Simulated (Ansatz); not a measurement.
# Structures of FeIr2: which is lowest?

Plane-wave DFT in Ansatz with scalar-relativistic PAW potentials, cutoff 420 eV, Γ-centred meshes chosen by cell and gap, Gaussian smearing with energies taken to zero width. Every cell was relaxed (cell and atoms) in a run of its own, within the symmetry of its start. Functional: PBE.

Relaxed structures (starts from databases or built by putting these elements on another compound's sites):
A. Fm-3m, 3 atoms in the computed cell, a = 5.669 Å; sites (symmetry × multiplicity) Fe m-3m × 4, Ir -43m × 8; start: built
B. Fd-3m, 6 atoms in the computed cell, a = 7.242 Å; sites (symmetry × multiplicity) Fe -43m × 8, Ir .-3m × 16; start: built

**Question.** Rank them by energy. Could pressure change the order?

**Answer.**
```csv
structure,group,E − E(lowest) (meV/atom),V (Å³/atom),gap on mesh (eV)
A,Fm-3m,0.0,15.19,0.00
B,Fd-3m,172,15.83,0.00
```

A is lowest, 172 meV/atom under B. The lowest is also the densest of these, so pressure wouldn't bring one of the others in at first order. Other structures may lie lower than all of these, and vibrations aren't counted.

Spin-orbit coupling is left out, which matters for the bands of heavy elements. Only parallel moments were tried here. Magnetic cells started from one order each; another order can shift an energy by tens of meV per atom.